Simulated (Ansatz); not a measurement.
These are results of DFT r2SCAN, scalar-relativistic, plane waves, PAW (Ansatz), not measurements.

Structure of W:

```xyz
8
Lattice="5.0530 0.0000 0.0000 0.0000 5.0530 0.0000 0.0000 0.0000 5.0530" Properties=species:S:1:pos:R:3 pbc="T T T"
W     0.0000    0.0000    0.0000
W     2.5265    2.5265    2.5265
W     0.0000    2.5265    1.2633
W     0.0000    2.5265    3.7898
W     1.2633    0.0000    2.5265
W     3.7898    0.0000    2.5265
W     2.5265    3.7898    0.0000
W     2.5265    1.2633    0.0000
```

Plane waves to 500 eV, a k mesh through Γ of 8×8×8 on the computed 8-atom cell and Gaussian smearing (0.10 eV); no spin polarisation.

Levels along Γ–X–M–Γ–R–X | R–M, in eV from the Fermi level, sorted by energy at each point. Points in fractions of the primitive reciprocal vectors: Γ (0.000 0.000 0.000), X (0.000 0.500 0.000), M (0.500 0.500 0.000), R (0.500 0.500 0.500).
```tsv
point	k (1/Å, with 2π)	band 53	band 54	band 55	band 56	band 57	band 58	band 59
Γ	0.000	-1.59	-1.59	-0.47	-0.47	-0.47	1.73	1.73
-	0.089	-1.58	-1.58	-0.48	-0.48	-0.41	1.25	1.77
-	0.178	-1.55	-1.51	-0.51	-0.51	-0.25	0.75	1.67
-	0.267	-1.45	-1.41	-0.58	-0.58	0.00	0.31	1.49
-	0.355	-1.37	-1.18	-0.69	-0.69	-0.06	0.30	1.23
-	0.444	-1.41	-0.94	-0.82	-0.82	-0.22	0.64	0.95
-	0.533	-1.34	-1.05	-0.93	-0.93	0.13	0.72	0.72
X	0.622	-1.27	-1.27	-0.98	-0.98	0.63	0.63	0.77
-	0.711	-1.28	-1.22	-1.01	-0.70	0.49	0.53	0.78
-	0.799	-1.24	-1.10	-1.09	-0.27	0.20	0.44	0.80
-	0.888	-1.19	-1.16	-0.78	-0.12	0.12	0.38	0.86
-	0.977	-1.28	-1.02	-0.42	-0.37	0.35	0.35	0.41
-	1.066	-1.35	-0.73	-0.68	-0.10	0.02	0.34	0.52
-	1.155	-1.35	-0.84	-0.60	-0.28	0.21	0.34	0.79
M	1.243	-1.27	-0.91	-0.91	0.25	0.25	0.26	0.53
-	1.369	-1.47	-0.59	-0.52	-0.35	-0.21	0.52	0.84
-	1.495	-1.56	-0.92	-0.53	-0.05	-0.02	0.08	0.64
-	1.620	-1.44	-1.27	-0.78	-0.52	0.42	0.63	0.72
-	1.746	-1.28	-1.18	-1.09	-0.73	0.51	0.81	1.13
-	1.871	-1.46	-1.36	-0.87	-0.62	0.16	1.03	1.09
-	1.997	-1.57	-1.56	-0.59	-0.49	-0.26	1.24	1.41
Γ	2.123	-1.59	-1.59	-0.47	-0.47	-0.47	1.73	1.73
-	2.276	-1.55	-1.55	-0.60	-0.60	-0.14	1.28	1.28
-	2.430	-1.23	-1.23	-0.85	-0.85	0.42	1.10	1.10
-	2.584	-1.04	-1.04	-0.92	-0.92	0.88	0.98	0.98
-	2.738	-1.27	-1.27	-0.68	-0.68	0.86	0.86	1.29
-	2.892	-1.64	-1.05	-0.56	-0.56	0.72	0.72	1.58
-	3.046	-1.94	-1.12	-0.86	-0.86	0.83	0.83	1.48
R	3.200	-1.52	-1.52	-1.52	-1.52	1.43	1.43	1.43
-	3.325	-1.52	-1.52	-0.91	-0.91	0.91	0.91	1.53
-	3.451	-1.50	-1.50	-0.49	-0.49	0.64	0.64	1.72
-	3.576	-1.36	-1.36	-0.39	-0.39	0.60	0.60	1.49
-	3.702	-1.17	-1.17	-0.44	-0.44	0.56	0.56	1.21
-	3.828	-1.18	-1.18	-0.51	-0.51	0.40	0.40	1.03
-	3.953	-1.24	-1.24	-0.74	-0.74	0.46	0.46	0.89
X	4.079	-1.27	-1.27	-0.98	-0.98	0.63	0.63	0.77
R	4.079	-1.52	-1.52	-1.52	-1.52	1.43	1.43	1.43
-	4.168	-1.51	-1.51	-1.43	-0.91	1.03	1.07	1.46
-	4.256	-1.47	-1.47	-1.34	-0.34	0.78	0.79	1.52
-	4.345	-1.41	-1.41	-1.28	0.13	0.55	0.72	1.44
-	4.434	-1.30	-1.30	-1.24	0.40	0.49	0.79	1.07
-	4.523	-1.24	-1.14	-1.14	0.31	0.67	0.67	0.75
-	4.612	-1.26	-0.98	-0.98	0.27	0.37	0.37	0.64
M	4.700	-1.27	-0.91	-0.91	0.25	0.25	0.26	0.53
```

Spin-orbit coupling is left out, which matters for the bands of heavy elements.

This form isn't the element's structure at ambient conditions.

Cost: 1 run of about 2 core-minutes, on Intel Xeon 6975P-C (Granite Rapids) (shared hosts).